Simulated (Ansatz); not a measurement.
**ZrZn, first-principles data**

ZrZn:
```cif
data_ZnZr
_chemical_formula_sum 'Zn1 Zr1'
_space_group_name_H-M_alt 'Pm-3m'
_space_group_IT_number 221
_space_group_name_Hall '-P 4 2 3'
_cell_length_a 3.32302
_cell_length_b 3.32302
_cell_length_c 3.32302
_cell_angle_alpha 90.000
_cell_angle_beta 90.000
_cell_angle_gamma 90.000
loop_
_atom_site_label
_atom_site_type_symbol
_atom_site_symmetry_multiplicity
_atom_site_Wyckoff_symbol
_atom_site_fract_x
_atom_site_fract_y
_atom_site_fract_z
_atom_site_occupancy
Zn1 Zn 1 a 0.00000 0.00000 0.00000 1
Zr1 Zr 1 b 0.50000 0.50000 0.50000 1
```

Space group Pm-3m (No. 221), CsCl type; conventional cell a = b = c = 3.3230 Å, α = β = γ = 90.00°.

Method: r²SCAN (plane waves, PAW; program Ansatz). Geometry: relaxed at this level of theory. Other levels are named where they apply.

### Cell and energy

- Volume per atom = 18.35 Å³
- Density = 7.09 g/cm³
- Formation energy from the elements (no fitted shifts) = -328 meV/atom

### Electronic structure

- Electronic character = metallic (no gap)
- Density of states at the Fermi level = 0.10 states/eV per atom (mean over ±0.08 eV)
- Gap with spin–orbit coupling = none (metallic)

### Mechanics

- Bulk modulus (Birch–Murnaghan fit): 1140 kbar
- Pressure derivative B′: 4.2

### Charges

- Bader charges = Zn -1.10, Zr +1.10 e

The workflow started from an entry of the Crystallography Open Database (COD). Whether it is the stable phase at ambient conditions was not checked. The r²SCAN relaxation kept the symmetry of its start; its stability against distortions is not shown here. No spin polarisation was allowed. The references are the lowest solids computed at this level, not always the standard phases. Scalar-relativistic: spin–orbit coupling is off unless named, which matters more the heavier the elements.

Potentials: the later of the program's two PAW sets.
